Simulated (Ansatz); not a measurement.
InP (zinc blende)

```cif
data_InP
_chemical_formula_sum 'P1 In1'
_space_group_name_H-M_alt 'P 1'
_space_group_IT_number 1
_cell_length_a 4.17677
_cell_length_b 4.17677
_cell_length_c 4.17677
_cell_angle_alpha 60.000
_cell_angle_beta 60.000
_cell_angle_gamma 60.000
loop_
_space_group_symop_operation_xyz
  'x, y, z'
loop_
_atom_site_label
_atom_site_type_symbol
_atom_site_fract_x
_atom_site_fract_y
_atom_site_fract_z
_atom_site_occupancy
P1 P 0.25000 0.25000 0.25000 1
In1 In 0.00000 0.00000 0.00000 1
```

The volume is varied about the relaxed value V₀ at fixed cell shape. Symmetry pins the atoms to their sites.

These are r2SCAN (plane waves to 500 eV, PAW, scalar-relativistic; Ansatz, a quantum-chemistry and plane-wave program) values and carry that method's errors. k mesh 10×10×10 (Γ-centred), Fermi-Dirac smearing 0.05 eV. The energy includes the smearing's −TS. Compression counts positive. InP was relaxed with its symmetry unable to fall. The zero of ΔE is the relaxed starting cell.

Problem. Give the computed ΔE (meV/atom) and P (GPa) at V/V₀ = 0.840, 0.960, 1.080, 1.120, 1.160.

Solution. 
| V/V₀ | ΔE (meV/atom) | P (GPa) |
|---|---|---|
| 0.840 | 193.3 | 17.6 |
| 0.960 | 9.5 | 3.1 |
| 1.080 | 30.4 | -4.4 |
| 1.120 | 63.9 | -6.0 |
| 1.160 | 106.2 | -7.2 |

(Under strain, the slope of the energy per volume gives the stress and its curvature an elastic modulus.)
